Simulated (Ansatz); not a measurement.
Question: Name crystals whose computed values (plane-wave PAW r²SCAN (Ansatz code)) fall in these windows: electron conductivity mass (mₑ) 0.17 to 0.23; B₀ by P(V) fit (GPa) 65 to 94.

Answer: 

```tsv
crystal	electron conductivity mass (mₑ)	B₀ by P(V) fit (GPa)
ZnS, R3m (Pearson symbol hR12)	0.19	78.5
MgCdS2, P4/mmm (Mg on 1d, Cd on 1a, S on 1b, S on 1c)	0.23	81.4
ZnS, zinc blende	0.19	78.6
CdS, rock salt	0.23	82.3
GaP, wurtzite	0.19	87.2
```
Others may fit too.

Not the usual ambient phase: ZnS, R3m (Pearson symbol hR12); CdS, rock salt; GaP, wurtzite. Standing as an ambient phase not checked: MgCdS2, P4/mmm (Mg on 1d, Cd on 1a, S on 1b, S on 1c). Perhaps ordered models of mixed-site phases: MgCdS2, P4/mmm (Mg on 1d, Cd on 1a, S on 1b, S on 1c). All cells were relaxed under the symmetry of their starts (and spin orders); stability against distortions was not tested throughout. Spin–orbit coupling is left out wherever it is not named.

Potentials: the later of the program's two PAW sets.
